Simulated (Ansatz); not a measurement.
Stress against strain in Li

```xyz
2
Lattice="3.1110 0.0000 0.0000 -1.5555 2.6942 0.0000 0.0000 0.0000 5.0930" Properties=species:S:1:pos:R:3 pbc="T T T"
Li    0.0000    1.7961    1.2732
Li    1.5555    0.8981    3.8197
```

Atoms are numbered in the order listed.

The conventional cell has a = 3.111 Å, b = 3.111 Å, c = 5.093 Å, α = 90.00°, β = 90.00°, γ = 120.00°. Around Li (atom 1) lie 12 Li at 3.11 to 3.12 Å.

The cell is a measured one (Crystallography Open Database entry 9011003); the temperature and pressure of the measurement aren't taken into account, and nothing was relaxed.

Level of theory: DFT, PBEsol, all-electron LAPW, scalar-relativistic (Ansatz 0.2.0).

Numerical set-up: a Γ-centred 15×15×8 k mesh, Fermi–Dirac smearing of 0.08 eV, basis error target 0.5 meV/atom, no spin polarisation.

The strain is applied along the Cartesian axes of the cell as listed (the other components stay zero). Fractional coordinates are held (clamped ions).

σ is the change of stress from the unstrained cell, which is at -0.67 GPa; tension is positive, so slopes are stress–strain coefficients at that pressure. In a metal the k mesh adds noise.

Only quantities that a quadratic follows smoothly over the whole series are listed; rougher ones are left out.

```csv
εzz,σzz (GPa),σxx (GPa)
-0.0300,-0.73,-0.19
-0.0200,-0.49,-0.12
-0.0100,-0.24,-0.05
0.0000,0.00,0.00
0.0200,0.49,0.08
0.0300,0.73,0.12
```

Q: Fit the series and read off the stiffness at zero strain.

A: Least-squares fits y = p0 + p1 x + p2 x² to the rows give σzz (GPa): p1 = 24.4, p2 = -1.8; σxx (GPa): p1 = 5.1, p2 = -41. So C33 = 24 GPa and C13 = 5 GPa, for these axes.

Q: One run, at εzz = 0.0100, is withheld. Predict its row.

A: The fits give 0.24, 0.05; the run gave 0.24, 0.05.
